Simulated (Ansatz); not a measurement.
Ionic part of the dielectric constant of LiH at -2.9 GPa, mode by mode

Computed with DFT PBE, scalar-relativistic, plane waves, PAW in Ansatz. Cutoff 420 eV, 10×10×10 k-points (Γ-centred), fixed occupations. No spin polarisation. Phonons by linear response, acoustic sum rule imposed.

It takes space group Fm-3m (No. 225, cubic). The conventional cell has a = 4.132 Å, b = 4.132 Å, c = 4.132 Å, α = 90.00°, β = 90.00°, γ = 90.00°. Li (site symmetry m-3m) has 6 H at 2.07 Å as nearest neighbours. H (site symmetry m-3m) has 6 Li at 2.07 Å as nearest neighbours.

The cell is the ideal cubic rocksalt prototype.

The primitive cell has V = 17.64 Å³ and ε∞,zz = 4.229. Each polar mode adds Δε = (4.92064×10⁷/V)·S/ν² along z, with S its oscillator strength in e²/amu, ν in cm⁻¹ and V in Å³.

Question: From these modes, find each Δε and ε0,zz.
| ν (cm⁻¹) | S_zz (e²/amu) |
| --- | --- |
| 491.3 | 1.208 |

Answer:
```
ν (cm⁻¹)     Δε
   491.3  13.96
```

The sum is 13.956, so ε0,zz = 18.19; the run's tensor has 18.19.

Question: Where do the longitudinal modes lie for a wave vector along z?

Answer: At 1019 cm⁻¹. The Lyddane–Sachs–Teller product Π(ν_LO/ν_TO)² = 4.30 matches ε0/ε∞ = 4.30.

Cost: 1 run of about 1.3 core-minutes, on AMD EPYC 7R43 (Zen 3) (shared hosts).